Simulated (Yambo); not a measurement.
A G0W0@PBEsol run in Yambo for Cs₂O (space group R-3m, No. 166) (4×4×4 Γ-centred k mesh, 141 bands and a 7 Ry block in the screening, 141 bands in G with the Bruneval-Gonze terminator, plasmon pole fitted at 27.2 eV) gives these matrix elements, in eV, at the band edges (L → Γ):

```csv
state,E0,<Vxc>,<Σx>,<Σc(E0)>,Z
valence edge,0.000,-17.278,-21.943,3.999,0.749
conduction edge,0.961,-6.628,-3.151,-3.286,0.843
```

Question: Solve the linearised quasiparticle equation for both states, give the gap, and say how exchange and correlation each act on it.

Answer: E = E0 + Z(Σx + Σc − Vxc). Valence: 0.000 + 0.749 × (-21.943 + (3.999) − (-17.278)) = -0.50 eV. Conduction: 0.961 + 0.843 × (-3.151 + (-3.286) − (-6.628)) = 1.12 eV. The gap is 1.62 eV, against 0.96 eV in PBEsol. Replacing Vxc by bare exchange alone would open it by 8.14 eV; correlation takes back 7.29 eV of that, and Z scales what is left. Nearest settings tried, and what they do to the gap: 3 Ry block (67 vectors against 233): -91 meV. Not varied: bands in G, bands in W, mesh. So the settings aren't converged at that level. 

Geometry relaxed with PBEsol; primitive cell a = 7.2857 Å, b = 7.2857 Å, c = 7.2857 Å, α = 32.71°, β = 32.71°, γ = 32.71°.
